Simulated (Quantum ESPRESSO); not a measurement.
## Band energies of Ba$_{2}$MgMoO$_{6}$

```xyz
10
Lattice="0.0000 4.1061 4.1061 4.1061 0.0000 4.1061 4.1061 4.1061 0.0000" Properties=species:S:1:pos:R:3 pbc="T T T"
O      1.9605     4.1061     4.1061
O      6.2518     4.1061     4.1061
O      4.1061     1.9605     4.1061
O      4.1061     6.2518     4.1061
O      4.1061     4.1061     1.9605
O      4.1061     4.1061     6.2518
Mg     4.1061     4.1061     4.1061
Mo     0.0000     0.0000     0.0000
Ba     2.0531     2.0531     2.0531
Ba     6.1592     6.1592     6.1592
```

PBEsol (pw.x of Quantum ESPRESSO, ONCV potentials, without SOC); path ΓXWKΓLUWLK,UX; energies in eV from the valence-band maximum.

```
k (1/Å)  point  band 36  band 37  band 38  band 39  band 40  band 41  band 42  band 43
-------  -----  -------  -------  -------  -------  -------  -------  -------  -------
0.00         Γ    -0.31    -0.31     0.00     0.00     0.00     2.34     2.34     2.34
0.19              -0.41    -0.41    -0.11    -0.11    -0.01     2.28     2.45     2.45
0.38              -0.64    -0.64    -0.37    -0.37    -0.02     2.15     2.70     2.70
0.57              -0.86    -0.86    -0.63    -0.63    -0.04     2.04     2.90     2.90
0.77         X    -0.96    -0.96    -0.76    -0.76    -0.05     2.00     2.98     2.98
0.77         W    -1.14    -1.12    -0.91    -0.39    -0.39     2.50     2.50     2.98
1.04         K    -0.98    -0.83    -0.78    -0.73    -0.20     2.25     2.82     2.88
1.24              -1.03    -0.66    -0.54    -0.49    -0.39     2.49     2.60     2.72
1.44              -0.72    -0.57    -0.33    -0.30    -0.21     2.43     2.55     2.56
1.85         Γ    -0.31    -0.31     0.00     0.00     0.00     2.34     2.34     2.34
2.01              -0.35    -0.35    -0.07    -0.07    -0.04     2.36     2.39     2.39
2.18              -0.46    -0.46    -0.25    -0.25    -0.15     2.40     2.49     2.49
2.34              -0.55    -0.55    -0.43    -0.43    -0.30     2.45     2.57     2.57
2.51         L    -0.59    -0.59    -0.53    -0.53    -0.39     2.47     2.59     2.59
2.74              -0.86    -0.64    -0.63    -0.57    -0.36     2.44     2.64     2.72
2.98         U    -0.98    -0.83    -0.78    -0.73    -0.20     2.25     2.82     2.88
2.98         W    -1.14    -1.12    -0.91    -0.39    -0.39     2.50     2.50     2.98
3.25              -0.91    -0.73    -0.68    -0.46    -0.40     2.50     2.54     2.79
3.38              -0.65    -0.61    -0.58    -0.53    -0.39     2.49     2.58     2.65
3.52         L    -0.59    -0.59    -0.53    -0.53    -0.39     2.47     2.59     2.59
3.64              -0.63    -0.58    -0.57    -0.54    -0.39     2.48     2.59     2.63
3.75              -0.86    -0.64    -0.63    -0.57    -0.36     2.44     2.64     2.72
3.87              -0.98    -0.73    -0.69    -0.67    -0.28     2.35     2.73     2.81
3.99         K    -0.98    -0.83    -0.78    -0.73    -0.20     2.25     2.82     2.88
3.99         U    -0.98    -0.83    -0.78    -0.73    -0.20     2.25     2.82     2.88
4.26         X    -0.96    -0.96    -0.76    -0.76    -0.05     2.00     2.98     2.98
```

The PBEsol gap is indirect, 2.00 eV, from Γ to X; the smallest direct gap is 2.05 eV.

Spin-orbit splittings are left out.

Geometry of the Materials Project entry, not relaxed at this level.

The structure is a Materials Project entry; no match was found in the copy of COD used, and its stability was not checked.
